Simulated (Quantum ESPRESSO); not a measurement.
# HfNbTaF2O6: convergence and cost over cutoff and k mesh

Computed values, not a measurement. The program is pw.x of Quantum ESPRESSO 7.5 (plane-wave density functional theory). The cell is made up: 11 atoms on a fluorite lattice with one site empty, with randomly drawn elements, strain and displacements, not relaxed. PseudoDojo standard norm-conserving files (v0.5 for PBE, v0.4.1 for LDA and PBEsol) set the functional; there is no spin polarisation, spin-orbit coupling or dispersion term, and the masses in the input are unused placeholders.

The hafnium pseudopotential is less sure than the others, with forces about 3 percent (worst 6) and pressure in oxides about 1.5 GPa (worst 2.7) from a second method in checks, which no rerun with the same files tests.

Input of the run in row 4:

```
&control calculation='scf', pseudo_dir='./dojo.nc.sr.pbe.v0_5.standard.upf', outdir='./o', disk_io='low', tprnfor=.true., tstress=.true. /
&system ibrav=0, nat=11, ntyp=5, nbnd=50, ecutwfc=84.00895049, nosym=.true., tot_charge=0,
 occupations='smearing', smearing='fd', degauss=0.0018374661
/
&electrons conv_thr=7.350e-09, electron_maxstep=60, /
ATOMIC_SPECIES
F 1.0 F.upf
Hf 1.0 Hf.upf
Nb 1.0 Nb.upf
O 1.0 O.upf
Ta 1.0 Ta.upf
CELL_PARAMETERS angstrom
5.1454 -0.0178 0.0109
-0.0178 5.0473 -0.007
0.0109 -0.007 5.1898
ATOMIC_POSITIONS angstrom
Hf -0.1226 -0.176 0.0189
Nb 2.671 0.1083 2.6253
Ta 2.5475 2.5057 -0.0593
F 1.2032 1.2003 1.2157
O 1.2098 1.2093 3.8443
O 1.2843 3.7613 1.1618
O 1.1967 3.7221 3.9509
O 3.9034 1.2313 1.2167
O 3.7146 1.118 3.8416
O 3.8565 3.7109 1.3994
F 3.8847 3.7544 3.8091
K_POINTS automatic
4 4 4 1 1 1
```

The same cell was run at these settings. Meshes are shifted by half a step, and differences are from the last row, which is itself not exact.

| cutoff (eV) | k mesh | k points solved | threshold (eV) | free energy less the last row's (eV) | pressure (GPa) | largest stress difference (GPa) | largest force difference (eV/Å) | iterations | wall time (s) | k-point pools | processor |
| --- | --- | --- | --- | --- | --- | --- | --- | --- | --- | --- | --- |
| 800 | 2 x 2 x 2 | 4 | 1e-04 | 1.264 | -30.43 | 13.23 | 0.178 | 14 | 22 | 4 | Intel Xeon, 2023 or later |
| 1143 | 1 x 1 x 1 | 1 | 1e-07 | -2.697 | -21.46 | 4.77 | 0.861 | 18 | 33 | 4 | Intel Xeon, 2023 or later |
| 625 | 4 x 4 x 4 | 32 | 1e-07 | 11.735 | -75.95 | 58.96 | 0.099 | 18 | 63 | 4 | Intel Xeon, 2023 or later |
| 1143 | 4 x 4 x 4 | 32 | 1e-07 | 0.000 | -17.36 | 0.06 | 0.009 | 19 | 166 | 4 | Intel Xeon, 2023 or later |
| 1467 | 6 x 6 x 6 | 108 | 1e-07 | 0.000 | -17.33 | 0.00 | 0.000 | 19 | 832 | 4 | Intel Xeon, 2023 or later |

Each pool is one process. Wall times include start-up and a band step at six k points, which weighs most on the coarsest meshes. The runs were on shared virtual cores whose load varied, so times are rough.